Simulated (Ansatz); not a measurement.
Nb3In:
```
Nb3In
1.0
    5.30704     0.00000     0.00000
    0.00000     5.30704     0.00000
    0.00000     0.00000     5.30704
Nb In
6 2
Cartesian
  1.32676   0.00000   2.65352
  2.65352   3.98028   0.00000
  3.98028   0.00000   2.65352
  2.65352   1.32676   0.00000
  0.00000   2.65352   3.98028
  0.00000   2.65352   1.32676
  0.00000   0.00000   0.00000
  2.65352   2.65352   2.65352
```

Relaxed with r²SCAN. Special points in fractions of this cell's reciprocal vectors: Γ (0.000, 0.000, 0.000); X (0.000, 0.500, 0.000); M (0.500, 0.500, 0.000); R (0.500, 0.500, 0.500).

Question: List the band energies nearest the Fermi level at these points for DFT-r²SCAN with spin–orbit coupling in the program Ansatz with PAW potentials.

Answer: In eV from the Fermi level; about four levels below and three above (degenerate sets whole), none deeper than 8.9 eV; points with the same levels are listed once.

```
k                                            below                          above
-  -----------------------------------------------  -----------------------------
Γ                          -0.05 -0.05 -0.05 -0.05  2.53 2.53 2.59 2.59 2.59 2.59
X                          -0.33 -0.33 -0.33 -0.33            1.67 1.67 1.67 1.67
M                          -1.69 -1.69 -0.98 -0.98            0.15 0.15 0.21 0.21
R  -1.32 -1.32 -1.32 -1.32 -1.32 -1.32 -1.32 -1.32            0.17 0.17 0.17 0.17
```

Space group Pm-3n (A15 (Cr3Si type)). The workflow started from an entry of the Crystallography Open Database (COD). Whether it is the stable phase at ambient conditions was not checked. The cell was relaxed with r²SCAN under the symmetry of its start; whether a distortion lowers the energy is not shown. The run is not spin-polarised.

Potentials: the later of the program's two PAW sets.
